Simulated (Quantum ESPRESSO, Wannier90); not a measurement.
Wannierisation of MgTe (rock salt)

Materials Project entry mp-1008786; symmetrised, unrelaxed at this level. Not found in the COD (Crystallography Open Database) copy used, which has the formula in other groups; not checked further. Level: PBEsol, no spin polarisation, no spin-orbit coupling; pw.x of Quantum ESPRESSO at 68 Ry with PseudoDojo potentials, 10×10×10 k-points, Wannier90. Density: 10×10×10 mesh, Gaussian smearing 0.01 Ry. Spin-orbit coupling is left out although heavy elements are present.

On the energy scale of pw.x, whose zero is arbitrary, the valence-band maximum lies at 7.76 eV.

Input w.win:

```
num_bands = 4
num_wann = 4
exclude_bands = 1-9,14-24
num_iter = 1000
conv_tol = 1.0e-4
conv_window = 4
write_hr = true
write_u_matrices = true
auto_projections = true
begin unit_cell_cart
ang
    0.0000000000    2.9723950000    2.9723950000
    2.9723950000    0.0000000000    2.9723950000
    2.9723950000    2.9723950000    0.0000000000
end unit_cell_cart
begin atoms_frac
Mg   0.0000000000  0.0000000000  0.0000000000
Te   0.5000000000  0.5000000000  0.5000000000
end atoms_frac
mp_grid = 10 10 10
begin kpoints
0.0000000000 0.0000000000 0.0000000000
0.0000000000 0.0000000000 0.1000000000
0.0000000000 0.0000000000 0.2000000000
... (997 more lines: the 10x10x10 mesh through Gamma)
end kpoints
```

Input of pw2wannier90.x that gives the overlap and projection files (equivalent; here they were cut from one run over all bands):

```
&inputpp
  outdir = './out'
  prefix = 'pwscf'
  seedname = 'w'
  write_amn = .true.
  write_mmn = .true.
  scdm_proj = .true.
  scdm_entanglement = 'isolated'
/
```

Output w.wout (banner and timings cut):

```
                                    ------
                                    SYSTEM
                                    ------

                              Lattice Vectors (Ang)
                    a_1     0.000000   2.972395   2.972395
                    a_2     2.972395   0.000000   2.972395
                    a_3     2.972395   2.972395   0.000000

                   Unit Cell Volume:      52.52300  (Ang^3)

                        Reciprocal-Space Vectors (Ang^-1)
                    b_1    -1.056923   1.056923   1.056923
                    b_2     1.056923  -1.056923   1.056923
                    b_3     1.056923   1.056923  -1.056923

 *----------------------------------------------------------------------------*
 |   Site       Fractional Coordinate          Cartesian Coordinate (Ang)     |
 +----------------------------------------------------------------------------+
 | mg   1   0.00000   0.00000   0.00000   |    0.00000   0.00000   0.00000    |
 | te   1   0.50000   0.50000   0.50000   |    2.97240   2.97240   2.97240    |
 *----------------------------------------------------------------------------*
                                ------------
                                K-POINT GRID
                                ------------

             Grid size = 10 x 10 x 10      Total points = 1000

 *---------------------------------- MAIN ------------------------------------*
 |  Number of Wannier Functions               :                 4             |
 |  Number of Objective Wannier Functions     :                 4             |
 |  Number of input Bloch states              :                 4             |
 |  Output verbosity (1=low, 5=high)          :                 1             |
 |  Timing Level (1=low, 5=high)              :                 1             |
 |  Optimisation (0=memory, 3=speed)          :                 3             |
 |  Length Unit                               :               Ang             |
 |  Post-processing setup (write *.nnkp)      :                 F             |
 |  Using Gamma-only branch of algorithms     :                 F             |
 *----------------------------------------------------------------------------*
 *------------------------------- WANNIERISE ---------------------------------*
 |  Total number of iterations                :              1000             |
 |  Number of CG steps before reset           :                 5             |
 |  Trial step length for line search         :             2.000             |
 |  Convergence tolerence                     :         0.100E-03             |
 |  Convergence window                        :                 4             |
 |  Iterations between writing output         :                 1             |
 |  Iterations between backing up to disk     :               100             |
 |  Write r^2_nm to file                      :                 F             |
 |  Write xyz WF centres to file              :                 F             |
 |  Write on-site energies <0n|H|0n> to file  :                 F             |
 |  Use guiding centre to control phases      :                 F             |
 |  Use phases for initial projections        :                 F             |
 *----------------------------------------------------------------------------*
 *-------------------------------- PLOTTING ----------------------------------*
 |  Plotting Hamiltonian in WF basis          :                 T             |
 *----------------------------------------------------------------------------*

       ... (k-mesh section left out)

 Starting a new Wannier90 calculation ...

 Reading overlaps from w.mmn

 Reading projections from w.amn

 *------------------------------- WANNIERISE ---------------------------------*
 +--------------------------------------------------------------------+<-- CONV
 | Iter  Delta Spread     RMS Gradient      Spread (Ang^2)            |<-- CONV
 +--------------------------------------------------------------------+<-- CONV

 ------------------------------------------------------------------------------
 Initial State
  WF centre and spread    1  (  0.031052,  2.379117, -0.052520 )     2.70323545
  WF centre and spread    2  (  2.401788,  0.158172, -0.087122 )     2.70309878
  WF centre and spread    3  (  0.140302,  0.139325, -2.403039 )     2.68956955
  WF centre and spread    4  (  0.400955,  0.299473,  2.541378 )     2.43997591
  Sum of centres and spreads (  2.974098,  2.976088, -0.001303 )    10.53587968

      0     0.105E+02     0.0000000000       10.5358796833  <-- CONV
        O_D=      0.1012742 O_OD=      1.9490463 O_TOT=     10.5358797 <-- SPRD
 ------------------------------------------------------------------------------
      1    -0.200E+00     0.1922223179       10.3357326959  <-- CONV
        O_D=      0.0469553 O_OD=      1.8032181 O_TOT=     10.3357327 <-- SPRD
      2    -0.865E-01     0.1494836307       10.2492699422  <-- CONV
        O_D=      0.0194462 O_OD=      1.7442645 O_TOT=     10.2492699 <-- SPRD
      3    -0.359E-01     0.1107853242       10.2133275730  <-- CONV
        O_D=      0.0071716 O_OD=      1.7205967 O_TOT=     10.2133276 <-- SPRD
      4    -0.120E-01     0.0841662067       10.2012862205  <-- CONV
        O_D=      0.0021593 O_OD=      1.7135677 O_TOT=     10.2012862 <-- SPRD
      5    -0.366E-02     0.0461891443       10.1976297196  <-- CONV
        O_D=      0.0007085 O_OD=      1.7113620 O_TOT=     10.1976297 <-- SPRD
       ... (lines left out)
     36    -0.933E-04     0.0055531162       10.1860716350  <-- CONV
        O_D=      0.0002745 O_OD=      1.7002379 O_TOT=     10.1860716 <-- SPRD
     37    -0.779E-04     0.0078313499       10.1859937524  <-- CONV
        O_D=      0.0002497 O_OD=      1.7001848 O_TOT=     10.1859938 <-- SPRD
     38    -0.696E-04     0.0049446170       10.1859241682  <-- CONV
        O_D=      0.0002548 O_OD=      1.7001102 O_TOT=     10.1859242 <-- SPRD
             <<<     Delta < 1.000E-04  over  4 iterations     >>>
             <<< Wannierisation convergence criteria satisfied >>>
 Final State
  WF centre and spread    1  (  0.042257,  2.357389, -0.065807 )     2.55418676
  WF centre and spread    2  (  2.388141,  0.175473, -0.102499 )     2.56048828
  WF centre and spread    3  (  0.158804,  0.154436, -2.393826 )     2.55778782
  WF centre and spread    4  (  0.385410,  0.288383,  2.560178 )     2.51346131
  Sum of centres and spreads (  2.974613,  2.975680, -0.001953 )    10.18592417

         Spreads (Ang^2)       Omega I      =     8.485559260
        ================       Omega D      =     0.000254750
                               Omega OD     =     1.700110158
    Final Spread (Ang^2)       Omega Total  =    10.185924168
```
